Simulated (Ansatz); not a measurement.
Start of a relaxation of HfPb₂:

```cif
data_structure
_symmetry_space_group_name_H-M 'P-3m1'
_symmetry_Int_Tables_number 164
_cell_length_a 3.3526
_cell_length_b 3.3526
_cell_length_c 8.5275
_cell_angle_alpha 90.000
_cell_angle_beta 90.000
_cell_angle_gamma 120.000
_cell_volume 83.01
loop_
_atom_site_label
_atom_site_type_symbol
_atom_site_symmetry_multiplicity
_atom_site_Wyckoff_symbol
_atom_site_fract_x
_atom_site_fract_y
_atom_site_fract_z
_atom_site_occupancy
Hf1 Hf 1 a 0.00000 0.00000 0.00000 1
Pb1 Pb 2 d 0.33333 0.66667 0.32172 1
```

Computed with DFT PBE, scalar-relativistic, plane waves, PAW in Ansatz 0.2.0. Cutoff 420 eV, Gaussian smearing, Γ-centred meshes. Cell and atoms relax first on a coarse mesh and then on a finer one. In between, the cell is made exact in the group found at 0.06 Å. In metals the finer mesh still leaves noise of several meV/atom or more. The steps can't lower the symmetry of their start. No spin polarisation.

A guess keeps its type if space group and coordination stay and the shape of the cell changes little (axis ratios within about 15 %, angles within 6°); the volume may change.

Question: Does it keep its structure type, or change into something else?

Answer: It keeps its type. The symmetry stays P-3m1 (No. 164). The volume per atom shrinks by 3.2 %, from 27.7 to 26.8 Å³. The shortest distance goes from 3.35 Å (Hf–Hf and Pb–Pb) to 3.20 Å (Hf–Pb). The ratio c/a of the conventional cell changes by a factor of 0.92. Counting neighbours within 15 % of an atom's shortest distance, the start has Hf 12, Pb 12 and the end Hf 12, Pb 12.

Formation energies are uncorrected and refer to the elements' standard structures at the same level.

Question: At what energy does it end?

Answer: +0.13 eV/atom. A positive value: parting into the elements would lower its energy.

The last run used an 18×18×6 mesh (in the run's order of axes) for its 3-atom cell and Gaussian smearing of 0.10 eV. Spin–orbit coupling, which can matter for Hf and Pb, is left out. Symmetry constrained the relaxation, so the result can be a saddle point.
